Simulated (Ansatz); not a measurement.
Starting cell, BAs (zinc blende):

```
BAs
1.0
    0.00000     2.40467     2.40467
    2.40467     0.00000     2.40467
    2.40467     2.40467     0.00000
As B
1 1
Cartesian
  3.60701   3.60701   3.60701
  0.00000   0.00000   0.00000
```

Scan: atom 1 (As, nearest neighbour B at 2.083 Å; its periodic images, 3.4 Å or more away, move with it) is displaced along Cartesian x, direction (1.000, 0.000, 0.000) in Cartesian axes, by s. The other atoms stay.

Level of theory: PBE (plane waves to 420 eV, PAW, scalar-relativistic; Ansatz, a first-principles code). k mesh 10×10×10 (Γ-centred), Fermi-Dirac smearing 0.05 eV. Energies are smeared free energies. BAs was relaxed with its symmetry unable to fall. The zero of ΔE is the undisplaced structure.

```tsv
s (Å)	ΔE (meV/cell)
-0.210	341
-0.168	221
-0.126	125
-0.084	56
-0.042	14
0.000	0
0.042	14
0.084	56
0.126	125
0.168	221
0.210	341
```

**Question.** What force constant k = d²E/ds² at s = 0 does the table give?

**Answer.** 16 eV/Å². It is the second difference of the nearest points, corrected with the next pair.

**Question.** With k = 15.94 eV/Å² from the forces, is the well harmonic out to s = 0.210 Å?

**Answer.** ½ks² = 351 meV/cell against the computed 341 meV/cell, so the well is close to harmonic there.

(For displaced atoms, the force is minus the slope of the energy, and its curvature is a force constant, which sets phonon frequencies.)
